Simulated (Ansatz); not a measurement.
A geometry of ZnCu₂SnS₄ away from equilibrium: step 2 of the relaxation of a relaxed ZnCu2SnS4 cell shaken by Gaussian noise of σ = 0.08 Å a coordinate. The numbers are results of PBEsol (plane waves to 420 eV, PAW, scalar-relativistic; Ansatz, a first-principles code), not measurements. Γ-centred k-mesh 4×4×4 on the run's cell (coarser than for final values), Fermi–Dirac smearing 0.05 eV.

```
CELL_PARAMETERS angstrom
      6.89051     0.01679     0.01223
     -3.43072     5.91188    -0.02277
      0.01009    -0.01587     5.59984
ATOMIC_POSITIONS crystal
  Cu 0.66560 0.32917 0.57722
  Cu 0.38276 0.67822 0.32552
  S  0.99855 0.99679 0.29074
  S  0.82404 0.62775 0.31313
  S  0.81093 0.17459 0.32989
  S  0.37119 0.18569 0.32693
  Sn 0.66232 0.32164 0.01284
  Zn 0.00431 0.98882 0.76783
```

Problem. Which atoms carry the largest force, and which way does it point?

Solution. 0.65 eV/Å, on S4, Sn7 (atoms numbered as listed); on Sn7 its components are (0.05, -0.12, -0.64).

Problem. What is the pressure?

Solution. +1.1 GPa, compression positive.

The relaxed cell holds bonded S–S pairs (2.09 Å). No spin polarisation in the result.

The end of the path is a generated cell of ZnCu2SnS4: the first start was made by a random draw of sites in a space group, and the end was not matched to a known phase here, so it may be hypothetical. Known forms of ZnCu2SnS4 include space group No. 82.
